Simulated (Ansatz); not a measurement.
Input file for Ansatz (an electronic-structure program):

Ansatz 0.2 input:
```yaml
crystal:
  lattice:
    - [3.0863073384, 0.0, 0.0]
    - [0.0, 3.0863073384, 0.0]
    - [0.0, 0.0, 3.0863073384]
  atoms:
    - { symbol: Sb, position: [0.0, 0.0, 0.0] }
kpoints:
  mp_grid: { grid: [28, 28, 28] }
hamiltonian:
  xc: r2scan
  pseudopotentials: { kind: paw }
scf:
  occupations: { method: fermi_dirac, width: 0.1 }
elastic: { mode: relaxed_ion, stencil: two_point, amplitude: 0.005, f_tol: 0.0005 }
```

Output (shortened):

```
Pseudopotential: Sb, paw, valence charge 15
Functional definition: r2SCAN
Crystal: 1 atoms, lattice volume = 29.398 Å³
Basis set: ecut = 500 eV, 739 PW (Γ), exchange–correlation on 96×96×96 points (64 copies of the dense FFT grid, shifted against one another)
Bands: 12, of which v1, the nominal top of the filled ones, is band 8 counted from 1 (7 counted from 0)
Symmetry: 48 space group operations
Space group: Pm-3m (ITA 221), of the structure as read, at distance tolerance 3.1e-5 Å
k-points: 680 of 21952
SCF 1 converged in 9 iterations: F = -6499.072669 eV  dr2 = 3.56e-15
Crystal: 1 atoms, lattice volume = 29.398 Å³
SCF 2 converged in 2 iterations: F = -6499.072669 eV  dr2 = 8.51e-16
Crystal: 1 atoms, lattice volume = 29.251 Å³
Symmetry: 16 space group operations
k-points: 1800 of 21952
SCF 3 converged in 8 iterations: F = -6499.072323 eV  dr2 = 2.07e-14
Crystal: 1 atoms, lattice volume = 29.545 Å³
SCF 4 converged in 6 iterations: F = -6499.072387 eV  dr2 = 7.75e-15
Crystal: 1 atoms, lattice volume = 29.398 Å³
Symmetry: 8 space group operations
k-points: 3165 of 21952
SCF 5 converged in 9 iterations: F = -6499.072633 eV  dr2 = 2.19e-15
Crystal: 1 atoms, lattice volume = 29.398 Å³
SCF 6 converged in 5 iterations: F = -6499.072633 eV  dr2 = 6.50e-15
SCF converged after 2 iterations
Free energy (F): -6499.072669 eV
Harris-Foulkes:  -6499.072669 eV  (|F-HF|=4.55e-12)
Internal energy: -6499.056084 eV  (E = F + TS)
E sigma→0 (E₀):  -6499.064377 eV
Entropy (-TS):   -0.016584 eV (-16.584 meV/atom)
Fermi energy:    10.127351 eV
--- Per-component energies (eV) ---
  E_band       = -174.719296
  E_kinetic    = 205.948242
  E_local      = -1559.018725  (includes V_loc(G=0)·N_el)
  E_nonlocal   = 362.996618
  E_hartree    = 708.840751
  E_xc         = -127.148650
  E_vxc        = -102.528682  (∫ρ·V_xc dr)
  E_paw        = -4601.922078  (= ΣΔE_a)
  E_vpaw       = -506.714121  (= ΣTr[D̂ρ^β])
  E_aug_tail   = -0.000001  (compensation charges beyond the density's cutoff)
  E_vtau       = 6.915869  (kinetic-family band-sum trace: ∫τ·v_τ [+ j·A + Jᵃ·Aᵃ] dr)
  E_ewald      = -1489.258279
  E_core_change = 0.506037  (= ΣΔE_core)
  E_smearing   = -0.016584  (= −TS)
  E_closure    = 0.000000  (closes the sum)
  Σ components = -6499.072669   (vs F -6499.072669, Δ=0.00e0)
--- Forces (eV/Å), atoms counted from 1 ---
  atom   1  Sb     0.00000000     0.00000000     0.00000000
  max |Σ_I F_I| component: 0.0 eV/Å
--- Stress (GPa, compression-positive) ---
        0.029507       0.000000       0.000000
        0.000000       0.029507       0.000000
        0.000000       0.000000       0.029507
  P = ⅓ Tr σ = 0.0295 GPa (0.295 kbar)
--- Band table (eV; the first three rows and the last of 680) ---
  k-point 0: bands = ["-19.9476", "-19.9476", "-19.7422", "-19.7422", "-19.7422", "-2.9655", "13.6011", "13.6011", "13.6011", "17.5715", "17.5715", "19.3726"]
  k-point 1: bands = ["-19.9475", "-19.9454", "-19.7428", "-19.7428", "-19.7421", "-2.9457", "13.3063", "13.6210", "13.6210", "17.5878", "17.8088", "19.4802"]
  k-point 2: bands = ["-19.9472", "-19.9387", "-19.7448", "-19.7448", "-19.7419", "-2.8861", "12.5990", "13.6802", "13.6802", "17.6368", "18.2698", "19.8764"]
  k-point 679: bands = ["-19.8519", "-19.8519", "-19.8519", "-19.6591", "-19.6591", "5.7664", "8.2858", "8.2858", "8.2858", "15.3283", "15.3283", "15.3283"]
--- Elastic constants: 2 strain directions × 2 members + reference (group order 48) ---
  dense FFT box of the reference and of every strained cell: 24×24×24
  strains applied: 11, 23; error gains: componentwise 1.00 (the most a stress slope's error grows in a printed constant), spectral 1.73 (1 for all six strains …
  C = ∂σ_k/∂η_j (tension-positive GPa; Voigt order 11 22 33 23 13 12):
       136.875     21.307     21.307      0.000      0.000      0.000
        21.307    136.875     21.307      0.000      0.000      0.000
        21.307     21.307    136.875      0.000      0.000      0.000
         0.000      0.000      0.000     15.607      0.000      0.000
         0.000      0.000      0.000      0.000     15.607      0.000
         0.000      0.000      0.000      0.000      0.000     15.607
  reference stress σ⁰ (GPa):     -0.030     -0.030     -0.030      0.000      0.000      0.000
  moduli (Voigt/Reuss/Hill, GPa): K = 59.83/59.83/59.83   G = 32.48/22.04/27.26   E = 71.00   ν = 0.302
  mechanically stable: yes (min eigenvalue of sym C = 15.61 GPa)
  strain η (Voigt 11):  stress-route row diagonal C_11 = 136.88 GPa, energy-path curvature d²(F+E_count+ΔE)/dδ²/Ω₀ = 136.80 GPa
         δ    σ_11 (GPa)             F (eV)   n_scf  n_hpsi   n_pw
    -5.000e-3      -0.7293       -6499.0723232       8  461539    756   relax 0 steps, max|allowed force component| 0.00e0 eV/Å
     5.000e-3       0.6395       -6499.0723868       6  426517    768   relax 0 steps, max|allowed force component| 0.00e0 eV/Å
  strain η (Voigt 23):  stress-route row diagonal C_44 = 15.61 GPa, energy-path curvature d²(F+E_count+ΔE)/dδ²/Ω₀ = 15.62 GPa
         δ    σ_23 (GPa)             F (eV)   n_scf  n_hpsi   n_pw
    -5.000e-3      -0.0780       -6499.0726329       9  860326    768   relax 0 steps, max|allowed force component| 0.00e0 eV/Å
     5.000e-3       0.0780       -6499.0726329       5  600576    768   relax 0 steps, max|allowed force component| 0.00e0 eV/Å
```

Cost: very roughly 9 core-minutes on shared cores.

The first step of the workflow began from a Materials Project structure, measured or hypothetical; the Crystallography Open Database files this formula in space group No. 221, but the cells were not matched. It is not the phase usual at ambient conditions (space group No. 166). The r²SCAN relaxation kept the symmetry of its start; its stability against distortions is not shown here. As this level gives no gap, shear constants depend on the k-mesh and smearing (Fermi–Dirac, 0.1 eV here). Scalar-relativistic: spin–orbit coupling is off unless named, which matters more the heavier the elements.

Potentials: the later of the program's two PAW sets.

Ansatz is a plane-wave DFT program.
